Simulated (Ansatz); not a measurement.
Cs₂LiIrC₆N₆ in space group Fm-3m (No. 225; Pearson symbol cF64), r²SCAN in the plane-wave PAW code Ansatz, all energies at zero smearing, with the estimated change up to a 700 eV cutoff added, with one set of potentials and settings (totals compare only within such a set). Cell of 16 atoms (2 Cs, 1 Li, 1 Ir, 6 C, 6 N): -27349.753 eV.

```tsv
element	reference phase	E (eV/atom)
Cs	Im-3m, 1 atoms in the cell	-5685.9274
Li	Fm-3m, 1 atoms in the cell	-205.1371
Ir	Fm-3m, 1 atoms in the cell	-11948.7272
C	P6_3/mmc, 4 atoms in the cell	-251.6711
N	Pa-3, 8 atoms in the cell	-384.8315
```

Formation energy per atom, worked out: (-27349.753 − 2×(-5685.9274) − 1×(-205.1371) − 1×(-11948.7272) − 6×(-251.6711) − 6×(-384.8315))/16 = -0.314 eV/atom (-30 kJ per mol of atoms), at 0 K, without zero-point energy or fitted corrections.

The workflow started from a Materials Project entry (that database holds measured and hypothetical structures alike); the Crystallography Open Database files this formula in space group No. 225, but the cells were not matched. Whether it is the stable phase at ambient conditions was not checked. The r²SCAN relaxation kept the symmetry of its start; its stability against distortions is not shown here. No spin polarisation was allowed. The references are the lowest solids computed at this level, not always the standard phases (solids in place of the gases). Scalar-relativistic: spin–orbit coupling is off unless named, which matters more the heavier the elements.

Potentials: the later of the program's two PAW sets.
